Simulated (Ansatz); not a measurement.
KB3H3 — quadrupolar parameters

The cell is a structure deposited in the COD, its atoms then relaxed with PBE in this cell.

Space group Fm-3m (No. 225); a = 8.8390 Å.

| site | Wyckoff | site symmetry | x | y | z |
| --- | --- | --- | --- | --- | --- |
| K | 8c | -43m | 0.2500 | 0.2500 | 0.2500 |
| B | 24e | 4m.m | 0.1382 | 0.5000 | 0.5000 |
| H | 24e | 4m.m | 0.2748 | 0.5000 | 0.5000 |

One atom of each set is listed; the run and its k-mesh use a cell of 14 atoms with edges of 6.25, 6.25, 6.25 Å.

Computed with Ansatz: DFT, PBE, plane waves and PAW, scalar-relativistic, 420 eV cutoff, Γ-centred 6×6×6 k-points, Fermi–Dirac smearing 0.05 eV.

Conventions: |V_zz| ≥ |V_yy| ≥ |V_xx|, η = (V_xx − V_yy)/V_zz, C_Q = eQV_zz/h.

³⁹K: I = 3/2, Q = 60.30 mb; 10B: I = 3, Q = 84.59 mb; ²H: I = 1, Q = 2.858 mb. Nuclear quadrupole moments: year-2017 set (Pyykkö).

```
site  atoms                                       first shell  V_zz (10²¹ V/m²)     η  C_Q (MHz)
   K      2                                    12 H at 3.13 Å              0.00     –          0
   B      6  1 H at 1.21 Å, 4 B at 1.73 Å; also 4 K at 3.28 Å             -0.56  0.00      -1.15
   H      6                                     1 B at 1.21 Å              1.90  0.00      0.131
```

An axis of threefold or higher order runs through B and H, so V_zz lies along it and η is zero. K sits on a cubic site, where every gradient vanishes.

The relaxation (8 steps) took 31 s of wall time (31 s of CPU time) and 0.45 GiB at its peak, on 1 thread of Arm Neoverse V1 (aarch64; 8 cores open to the job, memory cap 2.5 GiB, no GPU), a shared host with a load of 0.4 a core.
